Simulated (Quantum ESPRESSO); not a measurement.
# Band energies of Mg$_{2}$Ge

```
CELL_PARAMETERS angstrom
      0.00000     3.18119     3.18119
      3.18119     0.00000     3.18119
      3.18119     3.18119     0.00000
ATOMIC_POSITIONS crystal
  Mg 0.75000 0.75000 0.75000
  Mg 0.25000 0.25000 0.25000
  Ge 0.00000 0.00000 0.00000
```

PBE (stringent potentials; pw.x of Quantum ESPRESSO, ONCV potentials, without SOC); path ΓXWKΓLUWLK,UX; energies in eV from the valence-band maximum.

```
k (1/Å)  point  band 17  band 18  band 19  band 20  band 21  band 22  band 23  band 24
-------  -----  -------  -------  -------  -------  -------  -------  -------  -------
0.00         Γ   -23.64    -9.80     0.00     0.00     0.00     1.09     2.83     2.83
0.44             -23.64    -9.26    -2.42    -1.14    -1.14     1.57     2.08     4.75
0.99         X   -23.64    -8.08    -4.56    -2.03    -2.03     0.14     0.57     7.97
1.48         W   -23.64    -8.04    -3.70    -3.70    -2.73     2.79     3.76     3.82
1.60             -23.64    -8.06    -3.93    -3.52    -2.52     2.13     3.33     4.28
1.83         K   -23.64    -8.10    -4.12    -3.54    -1.69     0.72     3.15     6.10
2.14             -23.64    -8.55    -3.88    -3.03    -0.93     1.70     4.21     4.52
2.56             -23.64    -9.52    -1.95    -0.93    -0.09     2.15     3.05     3.16
2.88         Γ   -23.64    -9.80     0.00     0.00     0.00     1.09     2.83     2.83
3.09             -23.64    -9.67    -1.35    -0.16    -0.16     1.68     3.11     3.11
3.63             -23.64    -8.62    -4.74    -0.72    -0.72     1.07     2.81     2.81
3.73         L   -23.64    -8.54    -4.89    -0.74    -0.74     1.04     2.77     2.77
4.14             -23.64    -8.26    -4.37    -3.02    -1.38     1.15     4.12     4.55
4.34         U   -23.64    -8.10    -4.12    -3.54    -1.69     0.72     3.15     6.10
4.57             -23.64    -8.06    -3.93    -3.52    -2.52     2.13     3.33     4.28
4.69         W   -23.64    -8.04    -3.70    -3.70    -2.73     2.79     3.76     3.82
5.09             -23.64    -8.37    -4.59    -2.33    -1.33     2.23     2.28     4.24
5.39         L   -23.64    -8.54    -4.89    -0.74    -0.74     1.04     2.77     2.77
5.56             -23.64    -8.48    -4.79    -1.53    -0.91     1.63     2.61     3.15
5.99         K   -23.64    -8.10    -4.12    -3.54    -1.69     0.72     3.15     6.10
5.99         U   -23.64    -8.10    -4.12    -3.54    -1.69     0.72     3.15     6.10
6.34         X   -23.64    -8.08    -4.56    -2.03    -2.03     0.14     0.57     7.97
```

The PBE gap is indirect, 0.14 eV, from Γ to X; the smallest direct gap is 1.09 eV.

Spin-orbit splittings are left out.

Geometry relaxed with PBEsol.
